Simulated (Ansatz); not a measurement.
ZrIr:
Space group Pm-3m (No. 221); a = b = c = 3.2684 Å, α = β = γ = 90.00°

```
atom  site  symmetry       x       y       z
----  ----  --------  ------  ------  ------
Zr      1b      m-3m  0.5000  0.5000  0.5000
Ir      1a      m-3m  0.0000  0.0000  0.0000
```

Relaxed with PBEsol.

### Question
Tabulate the valence density and the electron localisation function along the shortest Ir–Ir contact (3.27 Å), PBEsol in the plane-wave PAW code Ansatz.

### Answer


| distance from Ir (Å) | density (e/Å³) | ELF |
|---|---|---|
| 0.33 | 8.49 | 0.59 |
| 0.49 | 6.54 | 0.66 |
| 0.65 | 3.89 | 0.60 |
| 0.82 | 1.81 | 0.44 |
| 0.98 | 0.82 | 0.29 |
| 1.14 | 0.47 | 0.25 |
| 1.31 | 0.32 | 0.28 |
| 1.47 | 0.26 | 0.32 |
| 1.63 | 0.24 | 0.33 |
| 1.80 | 0.26 | 0.32 |
| 1.96 | 0.32 | 0.28 |
| 2.12 | 0.47 | 0.25 |
| 2.29 | 0.82 | 0.29 |
| 2.45 | 1.81 | 0.44 |
| 2.61 | 3.89 | 0.60 |
| 2.78 | 6.54 | 0.66 |
| 2.94 | 8.49 | 0.59 |

The density is the valence pseudo-density with augmentation charge, so density and ELF within about 1 Å of a nucleus are not all-electron values.

The workflow started from an entry of the Crystallography Open Database (COD). Whether it is the stable phase at ambient conditions was not checked. Symmetry was held in the PBEsol relaxation. At this level the phase is mechanically unstable. The run is not spin-polarised. Spin–orbit coupling is left out wherever it is not named.

Potentials: the later of the program's two PAW sets.
